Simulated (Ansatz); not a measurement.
## Density of states of BiRu

```cif
data_structure
_symmetry_space_group_name_H-M 'P 1'
_symmetry_Int_Tables_number 1
_cell_length_a 4.6736
_cell_length_b 4.6736
_cell_length_c 5.4627
_cell_angle_alpha 90.000
_cell_angle_beta 90.000
_cell_angle_gamma 120.000
_cell_volume 103.33
loop_
_atom_site_label
_atom_site_type_symbol
_atom_site_fract_x
_atom_site_fract_y
_atom_site_fract_z
_atom_site_occupancy
Ru1 Ru 0.33333 0.66667 0.93806 1
Ru2 Ru 0.66667 0.33333 0.43806 1
Bi1 Bi 0.33333 0.66667 0.43794 1
Bi2 Bi 0.66667 0.33333 0.93794 1
```

The runs use the primitive cell with vectors (4.674, 0.000, 0.000), (-2.337, 4.047, 0.000), (0.000, 0.000, 5.463) Å, to which the k mesh refers.

The cell was built from the wurtzite type and relaxed in the same program, and has space group P6_3/mmc; it needn't be a known or the stable phase. The relaxation left the symmetry of that type.

Spin–orbit coupling is left out, though it moves levels of the heavy atoms by tenths of an eV or more.

All numbers below come from DFT, PBE, all-electron LAPW, scalar-relativistic in Ansatz 0.2.0.

Numerical set-up: a Γ-centred 10×10×6 k mesh, Fermi–Dirac smearing of 0.05 eV, basis error target 1 meV/atom, no spin polarisation.

States per eV and cell, averaged over 0.4 eV, from -5.0 to 4.0 eV, with energies (bin centres) from the Fermi level; empty bins are left out. The partial columns, the largest 4 alone, are projections on Löwdin-orthogonalised atomic shells (those that the program's projection atoms carry: the occupied ones and, for some elements, an empty d or f shell; other empty shells have no column), summed over atoms of an element. Weights on diffuse s and p shells depend on that basis and aren't pure angular character.

| E (eV) | total | Ru 4d | Bi 6p | Ru 5s | Bi 6s |
| --- | --- | --- | --- | --- | --- |
| -4.9 | 0.48 | 0.10 | 0.29 | 0.08 | 0.00 |
| -4.5 | 2.58 | 0.59 | 1.55 | 0.35 | 0.04 |
| -4.1 | 2.62 | 0.66 | 1.59 | 0.27 | 0.05 |
| -3.7 | 2.26 | 0.63 | 1.38 | 0.16 | 0.04 |
| -3.3 | 3.63 | 1.53 | 1.95 | 0.09 | 0.03 |
| -2.9 | 10.10 | 5.25 | 4.62 | 0.08 | 0.03 |
| -2.5 | 5.91 | 3.88 | 1.91 | 0.06 | 0.01 |
| -2.1 | 2.09 | 1.67 | 0.38 | 0.00 | 0.00 |
| -1.7 | 1.10 | 1.02 | 0.06 | 0.00 | 0.00 |
| -1.3 | 4.44 | 4.19 | 0.15 | 0.01 | 0.00 |
| -0.9 | 6.69 | 6.44 | 0.06 | 0.06 | 0.02 |
| -0.5 | 8.27 | 7.72 | 0.23 | 0.14 | 0.07 |
| -0.1 | 5.56 | 4.26 | 0.75 | 0.34 | 0.11 |
| 0.3 | 3.88 | 2.49 | 0.95 | 0.15 | 0.16 |
| 0.7 | 2.99 | 1.63 | 0.93 | 0.13 | 0.17 |
| 1.1 | 2.78 | 1.28 | 1.05 | 0.14 | 0.19 |
| 1.5 | 3.07 | 1.21 | 1.45 | 0.11 | 0.16 |
| 1.9 | 2.07 | 0.73 | 1.11 | 0.04 | 0.07 |
| 2.3 | 1.60 | 0.54 | 0.86 | 0.02 | 0.06 |
| 2.7 | 1.57 | 0.50 | 0.85 | 0.02 | 0.07 |
| 3.1 | 1.74 | 0.50 | 0.91 | 0.08 | 0.08 |
| 3.5 | 2.14 | 0.52 | 1.09 | 0.16 | 0.07 |
| 3.9 | 1.94 | 0.39 | 0.94 | 0.21 | 0.04 |

Q: Which of the resolved shells contributes most within 0.3 eV of the Fermi level?

A: Ru 4d, with 74 % of all states there; Bi 6p follows with 16 %.

Q: Where is the centre of the filled Ru 4d states between -14 eV and the top of the filled states?

A: -1.74 eV from the Fermi level.
